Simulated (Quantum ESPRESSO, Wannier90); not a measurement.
## CsPbBr3 (cubic perovskite): Wannier90 run

```xyz
5
Lattice="5.9486 0.0000 0.0000 0.0000 5.9486 0.0000 0.0000 0.0000 5.9486" Properties=species:S:1:pos:R:3 pbc="T T T"
Cs     0.0000     0.0000     0.0000
Pb     2.9743     2.9743     2.9743
Br     2.9743     2.9743     0.0000
Br     0.0000     2.9743     2.9743
Br     2.9743     0.0000     2.9743
```

Materials Project entry mp-600089; symmetrised, unrelaxed at this level. COD (Crystallography Open Database) records the formula in this space group. Ideal cubic forms of this type are often high-temperature phases that distort on cooling; symmetry holds the cell here, and its stability was not tested. Computed values, not measurements, from PBEsol: Quantum ESPRESSO (norm-conserving PseudoDojo potentials, cutoff 50 Ry, no spin polarisation, no spin-orbit coupling) on a Γ-centred 4×4×4 mesh, then Wannier90. Density: 6×6×6 mesh, cold smearing 0.01 Ry. Spin-orbit coupling is left out although heavy elements are present.

Functional, cutoff and mesh named above are those of the base row (PBEsol); the first column says what each row takes instead. Model: 16 functions from bands 7-9,14-36, start hydrogen-like Cs: s; Pb: p; Br: s;p, disentangled but not localised (num_iter = 0), frozen window tied to the conduction edge or Fermi level of each row, as listed, which moves Ω_I and hoppings a little by itself. Energies are relative to the valence-band maximum; the misfit is to pw.x on a path, for states up to 2.6 eV relative to the valence-band maximum. The functional changes, each with its own PseudoDojo files and their cutoffs, on the same cell. The disentangled Ω_I can sit in another minimum from row to row.

```tsv
functional	frozen to (eV)	Ω_I (Å²)	rms misfit (meV)	gap (eV)	bottom of band 7 (eV)	on-site Pb2 pz minus Cs1 s (eV)	hopping modulus Br3 pz – Pb2 pz, R = 0 0 0 (eV)	hopping modulus Br3 s – Pb2 pz, R = 0 0 0 (eV)	hopping modulus Br3 s – Cs1 s, R = 0 0 0 (eV)
LDA	3.05	30.41	4.5	1.54	-14.49	-2.09	1.860	0.933	0.156
PBE	3.19	30.25	4.7	1.69	-14.49	-2.23	1.861	0.945	0.157
PBEsol	3.10	30.47	4.4	1.59	-14.49	-2.24	1.865	0.945	0.157
```
